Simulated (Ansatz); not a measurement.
The calculation used DFT PBE, scalar-relativistic, plane waves, PAW in Ansatz 0.2.0. Cutoff 420 eV, Γ-centred 8×4×6 mesh (8-atom cell), Gaussian smearing of 0.02 eV, no spin polarisation.

Formation energies are uncorrected and count from the elements' standard states at the same level.

**Question.** Suggest a trial structure for an orthorhombic semiconductor that holds As and 2 more elements, with a gap near 1.3 eV, a formation energy near −0.45 eV/atom and a density near 3.97 g/cm³, in a cell of 8 atoms.

**Answer.** Al3GaAs4, space group Pmm2 (No. 25). Around Al on a site of symmetry m lie 4 As at 2.48 Å; Al on a site of symmetry mm2 has 4 As at 2.48 Å; Ga has 4 As at 2.49 Å; around As on a site of symmetry mm2 lie 2 Al at 2.48 Å and 2 Ga at 2.49 Å; 2 more sites not described.

```
CELL_PARAMETERS angstrom
4.05525 0.00000 0.00000
0.00000 8.10950 0.00000
0.00000 0.00000 5.72949
ATOMIC_POSITIONS crystal
Al 0.00000 0.74973 0.99999
Al 0.00000 0.25027 0.99999
Al 0.50000 0.50000 0.49965
Ga 0.50000 0.00000 0.50016
As 0.00000 0.00000 0.24836
As 0.50000 0.25080 0.75087
As 0.00000 0.50000 0.25012
As 0.50000 0.74920 0.75087
```

The volume per atom is 23.55 Å³. The density is 3.97 g/cm³, the energy over the elements is −0.451 eV/atom and the gap on the 8×4×6 mesh of the 8-atom cell is 1.30 eV.

The cell was found from a structure generator's guess, not taken from experiment. Other answers may fit too; this one was computed.

Kohn–Sham gaps at this level usually fall short of measured ones. The reference form of As is held partly by dispersion forces, which this level lacks. Symmetry constrained the relaxation, so the result can be a saddle point.
